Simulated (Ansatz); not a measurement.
**From a trial cell to the properties of AuCu3-type SrAg₃**

Method: PBE, scalar-relativistic; no spin polarisation; PAW, 420 eV, 8×8×8 k-mesh, Gaussian smearing of 0.05 eV; code Ansatz. The datasets are Ansatz's generated set soft_2.

The structure was built from a prototype; whether the compound forms in it isn't claimed.

The start:

```
Sr Ag
1.0
     4.51632    0.00000    0.00000
     0.00000    4.51632    0.00000
     0.00000    0.00000    4.51632
Sr Ag
1 3
Direct
  0.00000 0.00000 0.00000
  0.00000 0.50000 0.50000
  0.50000 0.50000 0.00000
  0.50000 0.00000 0.50000
```

The first steps of the search for zero pressure:

| run | level | k-mesh | kind | V (Å³/atom) | P (GPa) | gap on the mesh (eV) |
| --- | --- | --- | --- | --- | --- | --- |
| 1 | PBE | 8×8×8 | fixed cell | 23.03 | 1.6 | metal |
| 2 | PBE | 8×8×8 | fixed cell | 23.28 | 1.1 | metal |

Q: At which volume does PBE reach zero pressure?

A: 23.87 Å³/atom, about 3.7 % over the start.

The steps that followed:

| run | level | k-mesh | kind | V (Å³/atom) | P (GPa) | E − E(final) (meV/atom) | gap on the mesh (eV) |
| --- | --- | --- | --- | --- | --- | --- | --- |
| 3 | PBE | 8×8×8 | fixed cell | 23.87 | 0.0 | 0.0 | metal |

The cell is relaxed to zero pressure at this level.

The final structure (symmetry read at 0.01 Å). The structure is cubic, space group Pm-3m (No. 221). Conventional cell: a = 4.571 Å, b = 4.571 Å, c = 4.571 Å, α = 90.00°, β = 90.00°, γ = 90.00°. Around Sr (site symmetry m-3m) lie 12 Ag at 3.23 Å. Ag (site symmetry 4/mmm) has 4 Sr at 3.23 Å and 8 Ag at 3.23 Å as nearest neighbours. (Neighbours are counted to 15 % beyond the shortest distance.)

At the final geometry the gap, band path included, is zero (metallic). The equation of state gives B0 = 40 GPa. Against the elements' standard states, run alike and uncorrected, the formation energy is -0.04 eV/atom. 

**Why it comes out so.**

The calculation's cell holds 67 valence electrons, an odd number. Without magnetic order each band takes two, so one stays part-filled and the crystal must be a metal.
